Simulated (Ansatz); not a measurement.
MoS₂ (fluorite, Fm-3m) under volume change, r²SCAN in the plane-wave PAW code Ansatz, scaled uniformly.

| V (Å³/atom) | E − E(relaxed) (meV/atom) | P (GPa) |
|---|---|---|
| 15.302 | 72.4 | 16.64 |
| 15.807 | 30.4 | 10.20 |
| 16.311 | 7.2 | 4.69 |
| 16.815 | 0.0 | -0.01 |
| 17.320 | 6.5 | -4.02 |
| 17.824 | 24.7 | -7.43 |
| 18.329 | 52.7 | -10.31 |

Problem. What does a third-order Birch–Murnaghan fit give for V₀, B₀ and B′?

Solution. V₀ = 16.81 Å³/atom, B₀ = 144 GPa, B′ = 4.3.

A made-up cell: these elements were put on the sites of a structure type; neither database checked (COD, Materials Project) lists it. It is not the phase usual at ambient conditions (space group No. 160, 194). The cell was relaxed with r²SCAN under the symmetry of its start; whether a distortion lowers the energy is not shown. No spin polarisation was allowed.

Potentials: the earlier of the program's two PAW sets.
